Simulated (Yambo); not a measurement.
One stored BSE kernel of dimension 1944 for PbS (space group R3m, No. 160) (Yambo, LDA bands; 6×6×6 mesh, 3 valence and 3 conduction bands, static screening with 29 bands and a 4 Ry block, scissor 0.41 eV, Tamm-Dancoff; broadening 0.15 eV; field along x), solved in several ways.

```json
[
 {"solver": "Haydock, threshold 2 %", "iterations": "8", "largest change of Im ε (% of its maximum)": "65", "rough time": "within a factor of two"},
 {"solver": "Haydock, threshold 0.5 %", "iterations": "15", "largest change of Im ε (% of its maximum)": "24", "rough time": "within a factor of two"},
 {"solver": "Haydock, threshold 0.1 %", "iterations": "35", "largest change of Im ε (% of its maximum)": "1.8", "rough time": "within a factor of two"},
 {"solver": "Haydock, threshold 0.005 %", "iterations": "67", "largest change of Im ε (% of its maximum)": "0.1", "rough time": "1"},
 {"solver": "SLEPc, lowest 10 states", "iterations": "–", "largest change of Im ε (% of its maximum)": "no full spectrum", "rough time": "within a factor of two"},
 {"solver": "SLEPc, lowest 60 states", "iterations": "–", "largest change of Im ε (% of its maximum)": "no full spectrum", "rough time": "within a factor of two"},
 {"solver": "full diagonalisation", "iterations": "–", "largest change of Im ε (% of its maximum)": "reference", "rough time": "about 20×"}
]
```

Haydock gives the spectrum without eigenstates, SLEPc the lowest states alone, full diagonalisation everything at a cost that grows as the cube of the dimension. Times include reading the kernel. Times are rough ratios from shared machines. Mesh and scissor weren't tested; the rows compare only with each other.

Spin-orbit coupling is not included.

Geometry of the Materials Project entry, not relaxed at this level; primitive cell a = 4.2269 Å, b = 4.2269 Å, c = 4.2269 Å, α = 59.97°, β = 59.97°, γ = 59.97°.

This is not the ordinary phase of the substance; no match was found in the copy of COD used, and its stability was not checked.
